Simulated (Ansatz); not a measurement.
Computed properties of SrCd

SrCd:
```cif
data_CdSr
_chemical_formula_sum 'Sr1 Cd1'
_space_group_name_H-M_alt 'P 1'
_space_group_IT_number 1
_cell_length_a 4.04478
_cell_length_b 4.04478
_cell_length_c 4.04478
_cell_angle_alpha 90.000
_cell_angle_beta 90.000
_cell_angle_gamma 90.000
loop_
_space_group_symop_operation_xyz
  'x, y, z'
loop_
_atom_site_label
_atom_site_type_symbol
_atom_site_fract_x
_atom_site_fract_y
_atom_site_fract_z
_atom_site_occupancy
Sr1 Sr 0.50000 0.50000 0.50000 1
Cd1 Cd 0.00000 0.00000 0.00000 1
```

Space group Pm-3m (No. 221), CsCl type; conventional cell a = b = c = 4.045 Å, α = β = γ = 90.00°.

Method: DFT-r²SCAN in the program Ansatz with PAW potentials. The cell and atoms are relaxed at this level. Other levels are named where they apply.

**Cell and energy**

- Volume per atom: 33.09 Å³
- Density: 5.02 g/cm³
- Formation energy from the elements (no fitted shifts): -33 kJ/mol of atoms

**Electronic structure**

- Electronic character = metallic (no gap)
- Density of states at the Fermi level = 0.71 states/eV per atom (mean over ±0.08 eV)
- Gap with spin–orbit coupling = none (metallic)

**Mechanics**

- Bulk modulus (Birch–Murnaghan fit) = 26.8 GPa
- Pressure derivative B′ = 3.9

**Charges**

* **Bader charges**: Sr +1.26, Cd -1.26 e

The workflow started from an entry of the Crystallography Open Database (COD). Whether it is the stable phase at ambient conditions was not checked. Symmetry was held in the r²SCAN relaxation; whether a distortion lowers the energy is not shown. The references are the lowest solids computed at this level, not always the standard phases. Scalar-relativistic: spin–orbit coupling is off unless named, which matters more the heavier the elements.

Potentials: the later of the program's two PAW sets.
